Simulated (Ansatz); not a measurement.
The calculation used DFT PBE, scalar-relativistic, plane waves, PAW (Ansatz). Cutoff 420 eV, Γ-centred meshes of about 0.25 Å⁻¹ or finer for metals and 0.3 Å⁻¹ for insulators (2π included), Gaussian smearing. No spin polarisation.

Temperature and zero-point effects are left out.

Compare these two cells of Sn2Bi3O3, each relaxed at this level.

A. Space group I4/mmm (No. 139), tetragonal, a = 3.723 Å, c = 25.068 Å. Sn has 4 O at 2.23 Å; around Bi on a site of symmetry 4mm lies 1 O at 2.47 Å; Bi on a site of symmetry 4/mmm has 4 O at 2.63 Å; around O on a site of symmetry -4m2 lie 4 Sn at 2.23 Å and 4 O at 2.63 Å; around O on a site of symmetry 4/mmm lie 2 Bi at 2.47 Å and 4 Bi at 2.63 Å.

B. Space group I4/mmm (No. 139), tetragonal, a = 3.922 Å, c = 22.285 Å. Sn is surrounded by 1 O at 2.20 Å; around Bi on a site of symmetry 4mm lie 4 O at 2.36 Å; around Bi on a site of symmetry 4/mmm lie 4 O at 2.77 Å; around O on a site of symmetry -4m2 lie 4 Bi at 2.36 Å and 4 O at 2.77 Å; O on a site of symmetry 4/mmm has 2 Sn at 2.20 Å and 4 Bi at 2.77 Å.

Question: Which placement of the atoms is lower in energy, and by how much?

Answer: A is lower, by 155 meV/atom. The two share one framework of sites and differ in which element sits where. A has space group I4/mmm (No. 139), 21.7 Å³/atom and no gap on its mesh; B has space group I4/mmm (No. 139), 21.4 Å³/atom and no gap. Counting O atoms around Bi and Sn (those within 1.25 times the shortest such distance or 1.15 times the sum of covalent radii, 1.27 where that leaves under three; the shortest distance is added where it exceeds 1.18 times the sum of covalent radii; a slash parts the counts of unlike sites), A has Sn 4, Bi 1/4 from 2.6 Å and B has Sn 1, Bi 4/4 from 2.8 Å. Both come from trial cells of a structure search, whose lowest cell (Amm2, 25.0 Å³/atom) lies 67 meV/atom below the lower of the two.

No dispersion correction is applied, so the spacing and binding between layers, chains or molecules are poorly described (I4/mmm at 21.7 Å³/atom), and this can change margins and order among such cells. These runs have no spin–orbit coupling, which can matter for Bi. In I4/mmm at 21.7 Å³/atom, I4/mmm at 21.4 Å³/atom an odd number of electrons in the primitive cell allows no gap without spin; a larger cell or a magnetic state could open one. With atoms moved at random, A (by 67 meV/atom) fell into a lower structure. B had no clear such test and can be a saddle point.
